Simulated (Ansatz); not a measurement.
## Relaxing a structure of Be

The start is a relaxed Be cell shaken by Gaussian noise of σ = 0.08 Å a coordinate. Cell shape, volume and atoms are optimised at zero target pressure with PBEsol (plane waves to 420 eV, PAW, scalar-relativistic; Ansatz, a quantum-chemistry and plane-wave program). The first steps use a coarse 8×8×8 k-mesh.

The start:
```
CELL_PARAMETERS angstrom
     -2.87574     2.87574     2.87574
      2.87574    -2.87574     2.87574
      2.87574     2.87574    -2.87574
ATOMIC_POSITIONS crystal
  Be 0.23252 0.22948 0.24624
  Be 0.50305 0.98028 0.23887
  Be 0.02735 0.26450 0.52263
  Be 0.25186 0.52085 0.01535
  Be 0.73972 0.73267 0.72077
  Be 0.49700 0.02241 0.74629
  Be 0.00978 0.76577 0.49634
  Be 0.77317 0.47023 0.00109
```

```json
{
  "largest_initial_force": "1.80 eV/Å, on Be2 (atoms numbered as listed)",
  "energy_released": "1.47 eV/atom",
  "Shortest distances (start → end)": "The closest pairs of elements (up to four, under 3.6 Å), start → end: Be–Be 1.84 → 2.20 Å",
  "band_gap_at_the_end": "zero (metallic)",
  "optimiser_moves": "16"
}
```

The end point of the relaxation:

```cif
data_Be2
_chemical_formula_sum 'Be2'
_space_group_name_H-M_alt 'P63/mmc'
_space_group_IT_number 194
_space_group_name_Hall '-P 6c 2c'
_cell_length_a 2.25686
_cell_length_b 2.25686
_cell_length_c 3.55252
_cell_angle_alpha 90.000
_cell_angle_beta 90.000
_cell_angle_gamma 120.000
loop_
_atom_site_label
_atom_site_type_symbol
_atom_site_symmetry_multiplicity
_atom_site_Wyckoff_symbol
_atom_site_fract_x
_atom_site_fract_y
_atom_site_fract_z
_atom_site_occupancy
Be1 Be 2 c 0.33333 0.66667 0.25000 1
```

Final values are on a 23×23×13 k-mesh of the relaxed cell. No spin polarisation in the result.

Of the parent cell (Ia-3 (No. 206)): it is a generated cell of Be: the first start was made by placing the elements on the sites of a structure type, and the end was not matched to a known phase here, so it may be hypothetical. Known forms of Be include space group No. 194.
